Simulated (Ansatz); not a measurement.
Values for one crystal, relaxed and computed with the program Ansatz at the PBEsol level (PAW); other levels are named.

| Quantity | Result |
|---|---|
| Volume per atom | 7.17 Å³ |
| Band gap | 2.82 eV (indirect) |
| Mechanical stability | stable (all eigenvalues of C positive) |
| Formation energy from the elements (no fitted shifts) | -0.10 eV/atom |
| Pressure derivative B′ | 3.4 |
| Vibrational entropy at 300 K | 5.4 J/(K·mol of atoms) |
| Electron effective mass | 0.33, 1.7, 4.0 mₑ (principal values) |

**Question.** Which of these materials gives this?
A. AlBN2, P3m1 (B on 1b, N on 1b, Al on 1c, N on 1c)
B. SiC, 4H polytype
C. B4C, Cm (Pearson symbol mS30)
D. BAs, P6_422 (B on 3c, As on 3d)

**Answer.** C, B4C, Cm (Pearson symbol mS30)

The first step of the workflow began from a Materials Project structure, measured or hypothetical; the Crystallography Open Database copy checked does not list it. Its standing as an ambient phase is unchecked. Symmetry was held in the PBEsol relaxation; whether a distortion lowers the energy is not shown. The references are the lowest solids computed at this level, not always the standard phases.

Potentials: the earlier of the program's two PAW sets. The files were generated under PBE; for other functionals the program regenerates the frozen cores, and for LDA and PBEsol the local potential too.
